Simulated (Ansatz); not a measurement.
This run works on a generated trial structure, not on a known crystal.

Input and command of a plane-wave DFT calculation in Ansatz:

```yaml
crystal:
  lattice:
    - [3.3795330588, 1.7695005778, 4.4329091928]
    - [-3.2363176586, 1.8308044836, 4.2981713254]
    - [0.1246984398, -3.8323738702, 4.4666148343]
  atoms:
    - { symbol: Si, position: [0.1357297349, 0.0954176557, 0.091615924] }
    - { symbol: Si, position: [0.9044103779, 0.8755930913, 0.9164508381] }
    - { symbol: Si, position: [0.7460307677, -0.0206946329, 0.2650218034] }
    - { symbol: Si, position: [0.2003133995, 0.7353848324, 0.0176279958] }
    - { symbol: Si, position: [-0.0072916605, 0.3044163408, 0.6882096118] }
    - { symbol: Ge, position: [0.7087195819, 0.7599101222, 0.692445932] }
    - { symbol: Ge, position: [0.3120877985, 0.2499725906, 0.3286278949] }
basis:
  ecutwfc: 420
kpoints:
  mp_grid: { grid: [3, 3, 3] }
hamiltonian:
  xc: pbe
scf:
  occupations: { method: gaussian, width: 0.1 }
  lower_state_search: "off"
output:
  forces: true
  stress: true
  eigenvalues: true
relax:
  adjacent_minimum: "off"
  f_tol: 0.025
  max_steps: 60
  cell: { stress_tol: 0.25 }
```

```bash
ansatz run input.yaml --threads 1 --pin off --max-ram 2560MiB --backend cpu --events-out ev --progress --plain --runs-dir out
```

Processor: Intel(R) Xeon(R) Processor @ 2.50GHz (Skylake/Cascade Lake), 1 thread, on a host shared with other jobs.

How long does it run, and how much memory does it take?

About 79 s, peak memory 0.41 GiB. It solves 31 bands at 14 k points (after reduction by symmetry) with about 3165 plane waves (on the last cell), in 40 SCF iterations over 6 ionic steps.
